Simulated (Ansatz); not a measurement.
**Sr2VNiO6: settings compared (Ansatz)**

Launch command:

```bash
ansatz run input.yaml --threads 1 --pin off --max-ram 2560MiB --backend cpu --events-out ev --progress --plain --runs-dir out
```

Input:

```yaml
crystal:
  lattice:
    - [0.0, 5.543665, 0.0]
    - [5.543665, 0.0, 0.0]
    - [2.771832, 2.771832, -3.946984]
  atoms:
    - { symbol: O, position: [0.227, 0.289, 0.0] }
    - { symbol: O, position: [0.289, 0.773, 0.0] }
    - { symbol: O, position: [0.773, 0.711, 0.0] }
    - { symbol: O, position: [0.711, 0.227, 0.0] }
    - { symbol: O, position: [0.255, 0.255, 0.49] }
    - { symbol: O, position: [0.745, 0.745, 0.51] }
    - { symbol: V, position: [0.5, 0.5, 0.0] }
    - { symbol: Sr, position: [0.75, 0.25, 0.5] }
    - { symbol: Sr, position: [0.25, 0.75, 0.5] }
    - { symbol: Ni, position: [0.0, 0.0, 0.0] }
  symmetry: { tolerance: 0.0003 }
kpoints:
  mp_grid: { grid: [5, 5, 5], shift: [0, 0, 0] }
magnetization:
  spin_polarized: false
scf:
  occupations: { method: fermi_dirac }
hamiltonian:
  pseudopotentials: { kind: paw }
  xc: pbe
basis:
  ecutwfc: 420
output:
  forces: true
  stress: true
  eigenvalues: true
```

Origin of the cell: a known structure type with other elements, at an estimated volume, so it need not be a known compound.

The smearing width isn't typed, so it takes its default of 0.1 eV.

Output of this run (shortened):

```
SCF iter   1: F=—  HF=-19252.255998 eV  Δρ=9.17e-3  dr2=1.09e-1  defer=18
SCF iter   2: F=—  HF=-19252.256284 eV  Δρ=4.02e-3  dr2=2.59e-2  defer=24
SCF iter   3: F=—  HF=-19252.254716 eV  Δρ=8.90e-4  dr2=2.06e-3  defer=24
SCF iter   4: F=—  HF=-19252.254569 eV  Δρ=2.49e-4  dr2=1.03e-4  defer=24
SCF iter   5: F=—  HF=-19252.254554 eV  Δρ=2.65e-4  dr2=3.36e-5  defer=24
SCF iter   6: F=—  HF=-19252.254566 eV  Δρ=7.18e-5  dr2=6.80e-6  defer=24
SCF iter   7: F=—  HF=-19252.254566 eV  Δρ=3.77e-5  dr2=1.89e-6  defer=24
SCF iter   8: F=—  HF=-19252.254565 eV  Δρ=1.94e-5  dr2=4.09e-7  defer=24
SCF iter   9: F=-19252.254565 eV  HF=-19252.254565 eV  Δρ=3.10e-6  dr2=2.34e-8
SCF 1 converged in 9 iterations: F = -19252.254565 eV  dr2 = 2.34e-8
SCF converged after 9 iterations
Free energy (F): -19252.254565 eV
Harris-Foulkes:  -19252.254565 eV  (|F-HF|=9.65e-9)
Internal energy: -19252.128984 eV  (E = F + TS)
E sigma→0 (E₀):  -19252.191775 eV
Entropy (-TS):   -0.125581 eV (-12.558 meV/atom)
Fermi energy:    9.717740 eV
--- Per-component energies (eV) ---
  E_band       = -750.195390
  E_kinetic    = 2145.763415
  E_local      = -9037.418170  (includes V_loc(G=0)·N_el)
  E_nonlocal   = 1272.945397
  E_hartree    = 3516.406328
  E_xc         = -1004.327353
  E_vxc        = -1163.308671  (∫ρ·V_xc dr)
  E_paw        = -9069.491584  (= ΣΔE_a)
  E_vpaw       = -1001.005737  (= ΣTr[D̂ρ^β])
  E_aug_tail   = 0.015398  (compensation charges beyond the density's cutoff)
  E_ewald      = -7076.022415
  E_smearing   = -0.125581  (= −TS)
  Σ components = -19252.254565   (vs F -19252.254565, Δ=0.00e0)
--- Forces (eV/Å), atoms counted from 1 ---
  atom   1  O     -0.174599    -0.042387     0.000000
  atom   2  O      0.042387    -0.174599     0.000000
  atom   3  O      0.174599     0.042387    -0.000000
[… 2 lines left out …]
  atom   6  O     -0.000000    -0.000000    -0.012484
  atom   7  V      0.000000     0.000000     0.000000
  atom   8  Sr     0.000000    -0.000000     0.000000
  atom   9  Sr    -0.000000     0.000000    -0.000000
  atom  10  Ni    -0.000000    -0.000000     0.000000
  max |Σ_I F_I| component: 2.72e-17 eV/Å
--- Stress (GPa, compression-positive) ---
       -8.444081      -0.000002       0.000000
        0.000002      -8.444081       0.000000
        0.000000       0.000000      -7.957410
  P = ⅓ Tr σ = -8.2819 GPa (-82.819 kbar)
```

The same input was run again with these changes:

1. `scf.algorithm` default → direct_min; `scf.occupations.method` fermi_dirac → cold; `scf.occupations.width` default → 0.1
2. `total_charge` default → -1; `scf.occupations.method` fermi_dirac → methfessel_paxton; `scf.occupations.width` default → 0.2
3. `basis.ecutwfc` 420 → "550 eV"
4. `scf.occupations.width` default → 0.05; `scf.occupations.method` fermi_dirac → gaussian; `kpoints.mp_grid.shift` [0, 0, 0] → [0.5, 0.5, 0.5]

```json
{"run": "base", "end": "converged", "SCF iterations": "9", "P (GPa)": "-8.28", "max force component (eV/Å)": "0.175", "moment (μB)": "–", "ΔE(σ→0) (meV/atom)": "0"}
{"run": "1", "end": "converged", "SCF iterations": "10", "P (GPa)": "-8.33", "max force component (eV/Å)": "0.172", "moment (μB)": "–", "ΔE(σ→0) (meV/atom)": "1.73"}
{"run": "2", "end": "converged", "SCF iterations": "12", "P (GPa)": "–", "max force component (eV/Å)": "0.424", "moment (μB)": "–", "ΔE(σ→0) (meV/atom)": "–"}
{"run": "3", "end": "converged", "SCF iterations": "9", "P (GPa)": "-8.29", "max force component (eV/Å)": "0.173", "moment (μB)": "–", "ΔE(σ→0) (meV/atom)": "-3.79"}
{"run": "4", "end": "converged", "SCF iterations": "9", "P (GPa)": "-8.41", "max force component (eV/Å)": "0.228", "moment (μB)": "–", "ΔE(σ→0) (meV/atom)": "-1.87"}
```

Energies are compared only where functional, datasets, charge and starting cell are the same.

Not properties of the system: run 2 (too coarse or loose: `scf.occupations.width` = 0.2).

Caveats of the base run: no spin polarisation, so a magnetic state may lie lower; the k mesh is coarse if the cell is a metal.

Run 2: charged cell with a uniform background, whose pressure depends on convention; wide smearing.
Run 4: the k mesh keeps only part of the crystal's symmetry.

The base run took 5.2 s on 1 thread of Intel(R) Xeon(R) 6975P-C (Granite Rapids), with other jobs on the host, peak memory 0.52 GiB, from the program's own first density.
